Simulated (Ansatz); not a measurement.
ZnO:
Space group P6₃mc (No. 186); a = 3.235 Å, b = 3.235 Å, c = 5.211 Å, α = 90.00°, β = 90.00°, γ = 120.00°

| atom | site | symmetry | x | y | z |
|---|---|---|---|---|---|
| Zn | 2b | 3m. | 0.3333 | 0.6667 | 0.0003 |
| O | 2b | 3m. | 0.3333 | 0.6667 | 0.3800 |

Relaxed with r²SCAN. Plane-wave PAW r²SCAN (Ansatz code) gives a gap of 1.23 eV.

Q: What gap does HSE06 give on the same cell (Ansatz, PAW)?

A: 2.52 eV, 1.29 eV more. The hybrid was solved on a coarser mesh and at special points; its gap is the smallest among all of these.

```csv
k,v1 r²SCAN,c1 r²SCAN,v1 HSE06,c1 HSE06
Γ,0.00,1.23,0.00,2.52
A,-0.40,3.94,[?],[?]
K,-1.77,8.15,[?],[?]
H,-1.29,8.53,-1.31,9.89
M,-0.87,6.43,[?],[?]
L,-1.41,6.28,[?],[?]
```

Q: Top valence (v1) and lowest conduction level (c1) in eV from each method's valence maximum (which need not be a listed point): supply the withheld HSE06 values.

A: 
- L, v1 HSE06: -1.47
- L, c1 HSE06: 7.57
- M, v1 HSE06: -0.89
- M, c1 HSE06: 7.85
- K, v1 HSE06: -1.88
- K, c1 HSE06: 9.41
- A, v1 HSE06: -0.42
- A, c1 HSE06: 5.28

Cost on shared cores: the r²SCAN run (SCF on a 10×10×6 mesh, then bands and DOS) around 50 core-seconds (rough), the HSE06 run (SCF on 7×7×4, then a few points) around 2.2 core-minutes (rough); the tasks are unlike.

Space group P6_3mc (wurtzite). The cell was relaxed with r²SCAN under the symmetry of its start; of distortions, only those at the zone centre were tested.

Potentials: the earlier of the program's two PAW sets.
